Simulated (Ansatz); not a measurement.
GeTePb2Se2:
```
GeTePb2Se2
1.0
    4.28806     0.00000     0.00000
   -2.14403     3.71357     0.00000
    0.00000     0.00000    10.89523
Ge Te Pb Se
1 1 2 2
Cartesian
  0.00000   0.00000   0.02055
  2.14403   1.23786   9.42641
  2.14403   1.23786   3.38561
  0.00000   2.47571   7.08446
  0.00000   2.47571   1.80864
  0.00000   0.00000   5.51231
```

Relaxed with r²SCAN+D4. Independent-particle spectrum: no excitons, no local fields, no scissors shift; 0.1 eV broadening; ε₁ of the summed bands alone.

**Question.** Tabulate the dielectric function from plane-wave PAW r²SCAN+D4 (Ansatz code).

**Answer.** 

```csv
E (eV),ε₁ xx,ε₂ xx,ε₁ zz,ε₂ zz
0.0,20.55,0.00,19.25,0.00
0.4,21.14,0.00,19.79,0.00
0.8,23.45,0.08,21.90,0.08
1.2,29.12,1.84,26.50,2.22
1.6,33.91,10.73,30.29,10.11
2.0,37.28,26.75,32.47,18.23
2.4,15.43,41.47,25.72,41.33
2.8,-7.16,38.58,-2.50,38.22
3.2,-11.39,21.12,-11.65,22.67
3.6,-11.27,14.41,-10.14,15.59
4.0,-9.09,8.89,-9.36,9.45
4.4,-6.84,6.24,-6.82,6.40
4.8,-4.95,4.83,-5.14,4.80
5.2,-3.66,4.12,-3.76,3.93
5.6,-2.68,3.53,-2.65,3.53
6.0,-1.69,3.34,-1.87,2.99
6.4,-1.41,3.94,-1.24,3.39
6.8,-1.77,4.23,-1.90,3.44
7.2,-1.93,2.41,-1.22,2.26
7.6,-0.75,2.17,-0.21,2.19
8.0,0.19,3.47,0.78,3.63
8.4,-1.60,3.74,-1.05,4.18
8.8,-1.90,2.77,-1.90,3.12
9.2,-1.62,2.18,-1.48,2.44
9.6,-1.20,1.89,-1.30,2.04
10.0,-1.08,2.00,-1.07,2.16
10.4,-1.30,1.79,-1.36,1.97
10.8,-1.16,1.47,-1.26,1.51
11.2,-0.92,1.37,-0.90,1.40
11.6,-0.95,1.26,-1.00,1.31
12.0,-0.88,1.12,-0.90,1.14
```

**Question.** From ε at 1.4 eV (xx: 31.93 + 6.38i), find n, k, the normal reflectivity and the absorption coefficient.

**Answer.** n = 5.68, k = 0.562, R = 49 %, α = 2kE/ħc = 80000 cm⁻¹.

With all bands, ε∞ without local fields is 20.7 (xx = yy), 19.4 (zz).

Space group P3m1. The workflow started from a Materials Project entry (that database holds measured and hypothetical structures alike); the Crystallography Open Database copy checked does not list it. Whether it is the stable phase at ambient conditions was not checked. The r²SCAN+D4 relaxation kept the symmetry of its start; whether a distortion lowers the energy is not shown. Scalar-relativistic: spin–orbit coupling is off unless named, which matters more the heavier the elements.

Potentials: the later of the program's two PAW sets.
